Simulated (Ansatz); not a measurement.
Start of a relaxation of Mg₃Zn₂O:

```cif
data_structure
_symmetry_space_group_name_H-M 'P 1'
_symmetry_Int_Tables_number 1
_cell_length_a 4.9473
_cell_length_b 4.9473
_cell_length_c 7.7334
_cell_angle_alpha 90.000
_cell_angle_beta 90.000
_cell_angle_gamma 120.000
_cell_volume 163.92
loop_
_atom_site_label
_atom_site_type_symbol
_atom_site_fract_x
_atom_site_fract_y
_atom_site_fract_z
_atom_site_occupancy
Mg1 Mg 0.17129 0.34259 0.25000 1
Mg2 Mg 0.65741 0.82871 0.25000 1
Mg3 Mg 0.17129 0.82871 0.25000 1
Mg4 Mg 0.82871 0.65741 0.75000 1
Mg5 Mg 0.34259 0.17129 0.75000 1
Mg6 Mg 0.82871 0.17129 0.75000 1
Zn1 Zn 0.66667 0.33333 0.43921 1
Zn2 Zn 0.33333 0.66667 0.56079 1
Zn3 Zn 0.33333 0.66667 0.93921 1
Zn4 Zn 0.66667 0.33333 0.06079 1
O1 O 0.00000 0.00000 0.50000 1
O2 O 0.00000 0.00000 0.00000 1
```

These are results of Ansatz 0.2.0, DFT PBE, scalar-relativistic, plane waves, PAW, not measurements. Cutoff 420 eV, Gaussian smearing, Γ-centred meshes. Cell and atoms relax first on a coarse mesh and then on a finer one. In between, the cell is made exact in the group found at 0.06 Å. In metals the finer mesh still leaves noise of several meV/atom or more. The steps can't lower the symmetry of their start. No spin polarisation in the relaxation; trial moments died out in a coarse test.

A guess keeps its type if space group and coordination stay and the shape of the cell changes little (axis ratios within about 15 %, angles within 6°); the volume may change.

Question: Does this structure survive the relaxation?

Answer: It doesn't keep its type. The symmetry stays P6_3/mmc (No. 194). The volume per atom grows by 22.5 %, from 13.7 to 16.7 Å³. The shortest distance goes from 2.40 Å (Mg–Mg) to 2.21 Å (Mg–O). The ratio c/a of the conventional cell changes by a factor of 0.60. Counting neighbours within 15 % of an atom's shortest distance, the start has Mg 6, O 6, Zn 16 and the end Mg 2, O 6, Zn 1. In detail, at the end Mg is surrounded by 2 O at 2.21 Å, 2 Zn at 2.67 Å and 2 Mg at 2.85 Å; Zn has 1 Zn at 2.30 Å and 3 Mg at 2.67 Å; around O lie 6 Mg at 2.21 Å.

```xyz
12
Lattice="6.2785 0.0000 0.0000 -3.1393 5.4374 0.0000 0.0000 0.0000 5.8834" Properties=species:S:1:pos:R:3 pbc="T T T"
Mg    0.0000    1.6462    1.4708
Mg    1.7136    4.6143    1.4708
Mg   -1.7136    4.6143    1.4708
Mg    3.1393    3.7912    4.4125
Mg    1.4256    0.8231    4.4125
Mg    4.8529    0.8231    4.4125
Zn    3.1393    1.8125    2.6232
Zn    0.0000    3.6249    3.2602
Zn    0.0000    3.6249    5.5649
Zn    3.1393    1.8125    0.3185
O     0.0000    0.0000    2.9417
O     0.0000    0.0000    0.0000
```

Energies over the elements count from the elements' standard structures at the same level (O₂ as a molecule), with no fitted energy shifts.

Question: At what energy does it end?

Answer: −0.62 eV/atom. Whether it is stable depends on the other phases of the system, which aren't compared here.

The last run used a 6×6×6 mesh for its 12-atom cell and Gaussian smearing of 0.10 eV. Symmetry constrained the relaxation, so the result can be a saddle point.
